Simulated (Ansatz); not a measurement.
## BiPt: do energies and stresses tell the same story?

The calculation used DFT r2SCAN, scalar-relativistic, plane waves, PAW (Ansatz 0.2.0).

Settings: cutoff 500 eV, Γ-centred mesh 12×12×8 on the computed 4-atom cell, Gaussian smearing of 0.10 eV; no spin polarisation.

Relaxed cell: P6_3/mmc, a = 4.380 Å, b = 4.380 Å, c = 5.539 Å, α = 90.00°, β = 90.00°, γ = 120.00°, 4 atoms in the primitive cell. Whether it is the stable form of this composition wasn't checked.

Energies at zero smearing and pressures from the stress tensor, at volumes with shape and atoms relaxed:
```
V (Å³/atom) E − E(first) (meV/atom) P (GPa)
     20.246                     0.00    20.87
     20.936                   -75.17    14.18
     21.626                  -123.93     8.59
     22.317                  -150.53     3.90
     23.007                  -158.62     0.00
     23.697                  -151.31    -3.25
     24.387                  -131.21    -5.95
     25.307                   -88.14    -8.87
```

Question: Check P = −dE/dV between neighbouring volumes, and get the bulk modulus from the pressures alone.

Answer: With 1 eV/Å³ = 160.2 GPa:
| middle V (Å³/atom) | −ΔE/ΔV (GPa) | mean P (GPa) |
| --- | --- | --- |
| 20.591 | 17.449 | 17.527 |
| 21.281 | 11.319 | 11.384 |
| 21.971 | 6.175 | 6.243 |
| 22.662 | 1.878 | 1.948 |
| 23.352 | -1.697 | -1.628 |
| 24.042 | -4.667 | -4.599 |
| 24.847 | -7.497 | -7.408 |

The two differ by 0.09 GPa at most. The mean of two end pressures misses the average over a step by about ΔV² P″/12, up to 0.10 GPa here; with that taken off 0.03 GPa remains. The stress is the derivative of the free energy, not of the energy at zero smearing, and with free energies 0.01 GPa remains. Around V = 23.007 Å³/atom, the two neighbours give B = −V ΔP/ΔV = 23.007 × 7.15 / 1.380 = 119.2 GPa, against B0 = 118.8 GPa from the Birch–Murnaghan fit of the energies.

Spin–orbit coupling is left out, which can shift energies with elements as heavy as these.

Cost: 9 runs of about 23 core-minutes in all, on Arm Neoverse V2 (shared hosts).